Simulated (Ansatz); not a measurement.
The relaxed structure here is a generated cell of Y2Ge: the first start was made by placing the elements on the sites of a structure type, and the end was not matched to a known phase here, so it may be hypothetical.

Relaxation of a generated cell, Y2Ge built in the AFLOW prototype A2B_hP9_147_g_ad (B_b, as in ZnAg2); 9 atoms in the cell, which starts as P-3 (No. 147), hP9; a = 9.002 Å, b = 9.002 Å, c = 3.324 Å, α = 90.00°, β = 90.00°, γ = 120.00°. Level of theory: r2SCAN (plane waves to 500 eV, PAW, scalar-relativistic; Ansatz, a first-principles code). Γ-centred k-mesh 3×3×7 on the run's cell (coarser than for final values), Fermi–Dirac smearing 0.05 eV. This is the first round of the run. 

The optimiser's lines from the output (shortened; P is positive under compression):

```
relax step   1: F+E_penalty+E_count = -36068.68834491 eV  Δ(F+E_penalty+E_count) = +0.000e0 eV  max|allowed force component| = 7.867e-1 eV/Å  Δτ_max = 0.0000 Å  P = +0.453 GPa  Ω = 233.268 Å³  (8 SCF iters, dr2 threshold 1.00e-7 eV, accepted)
relax step   2: F+E_penalty+E_count = -36070.08024467 eV  Δ(F+E_penalty+E_count) = -1.392e0 eV  max|allowed force component| = 7.241e-1 eV/Å  Δτ_max = 0.1230 Å  P = -0.814 GPa  Ω = 234.487 Å³  (8 SCF iters, dr2 threshold 9.00e-7 eV, accepted)
relax step   3: F+E_penalty+E_count = -36071.60583795 eV  Δ(F+E_penalty+E_count) = -1.526e0 eV  max|allowed force component| = 6.768e-1 eV/Å  Δτ_max = 0.1478 Å  P = +2.026 GPa  Ω = 223.462 Å³  (8 SCF iters, dr2 threshold 9.00e-7 eV, accepted)
relax step   4: F+E_penalty+E_count = -36072.49264805 eV  Δ(F+E_penalty+E_count) = -8.868e-1 eV  max|allowed force component| = 3.665e-1 eV/Å  Δτ_max = 0.1430 Å  P = +1.454 GPa  Ω = 225.626 Å³  (8 SCF iters, dr2 threshold 9.00e-7 eV, accepted)
relax step   5: F+E_penalty+E_count = -36073.04208208 eV  Δ(F+E_penalty+E_count) = -5.494e-1 eV  max|allowed force component| = 2.860e-1 eV/Å  Δτ_max = 0.0766 Å  P = +1.299 GPa  Ω = 227.840 Å³  (8 SCF iters, dr2 threshold 9.00e-7 eV, accepted)
relax step   6: F+E_penalty+E_count = -36073.33702496 eV  Δ(F+E_penalty+E_count) = -2.949e-1 eV  max|allowed force component| = 1.055e-1 eV/Å  Δτ_max = 0.0744 Å  P = +1.255 GPa  Ω = 230.176 Å³  (8 SCF iters, dr2 threshold 9.00e-7 eV, accepted)
relax step   7: F+E_penalty+E_count = -36073.38748288 eV  Δ(F+E_penalty+E_count) = -5.046e-2 eV  max|allowed force component| = 1.029e-2 eV/Å  Δτ_max = 0.0419 Å  P = -0.477 GPa  Ω = 237.162 Å³  (7 SCF iters, dr2 threshold 9.00e-7 eV, accepted)
relax step   8: F+E_penalty+E_count = -36073.39036114 eV  Δ(F+E_penalty+E_count) = -2.878e-3 eV  max|allowed force component| = 1.412e-2 eV/Å  Δτ_max = 0.0032 Å  P = +0.010 GPa  Ω = 235.381 Å³  (6 SCF iters, dr2 threshold 6.50e-7 eV, accepted)
relax step   9: F+E_penalty+E_count = -36073.39042584 eV  Δ(F+E_penalty+E_count) = -6.470e-5 eV  max|allowed force component| = 2.648e-3 eV/Å  Δτ_max = 0.0022 Å  P = -0.000 GPa  Ω = 235.454 Å³  (7 SCF iters, dr2 threshold 1.25e-8 eV, accepted)
relax step  10: F+E_penalty+E_count = -36073.41273185 eV  Δ(F+E_penalty+E_count) = -2.231e-2 eV  max|allowed force component| = 2.612e-3 eV/Å  Δτ_max = 0.0000 Å  P = +0.108 GPa  Ω = 235.454 Å³  stress off target by 3.36e-1 GPa  SCF on the basis re-selected at this cell (its energy is not comparable with the rows above)  (10 SCF iters)
relax step  11: F+E_penalty+E_count = -36073.41361388 eV  Δ(F+E_penalty+E_count) = -8.820e-4 eV  max|allowed force component| = 6.947e-3 eV/Å  Δτ_max = 0.0029 Å  P = +0.019 GPa  Ω = 235.889 Å³  (5 SCF iters, dr2 threshold 2.82e-7 eV, accepted)
relax step  12: F+E_penalty+E_count = -36073.41369969 eV  Δ(F+E_penalty+E_count) = -8.581e-5 eV  max|allowed force component| = 2.736e-3 eV/Å  Δτ_max = 0.0013 Å  P = -0.007 GPa  Ω = 235.990 Å³  (6 SCF iters, dr2 threshold 1.70e-8 eV, accepted)
relax step  13: F+E_penalty+E_count = -36073.41381709 eV  Δ(F+E_penalty+E_count) = -1.174e-4 eV  max|allowed force component| = 2.726e-3 eV/Å  Δτ_max = 0.0000 Å  P = -0.007 GPa  Ω = 235.990 Å³  stress off target by 1.22e-2 GPa  SCF on the basis re-selected at this cell (its energy is not comparable with the rows above)  (6 SCF iters)
```

From the first to the last row the energy changes by -0.53 eV/atom and the volume by +1.2 %. The last row is marked as not comparable with the walk above it, whose basis was carried along; it does compare with step 1, since both stand on a basis selected at the nominal cutoff for their own cell.

Later rounds, restarted from the end of this one on a renewed k-mesh, logged 4 more steps and released under 0.01 eV/atom more. The final structure after all rounds: P-3 (No. 147), hP9; a = b = 7.9880 Å, c = 4.2655 Å, α = β = 90.00°, γ = 120.00°. Between re-selections the logged energies stand on a plane-wave basis carried along with the cell. No spin polarisation in the result.

The run could not lose the symmetry of its start, so the end can be a saddle point.
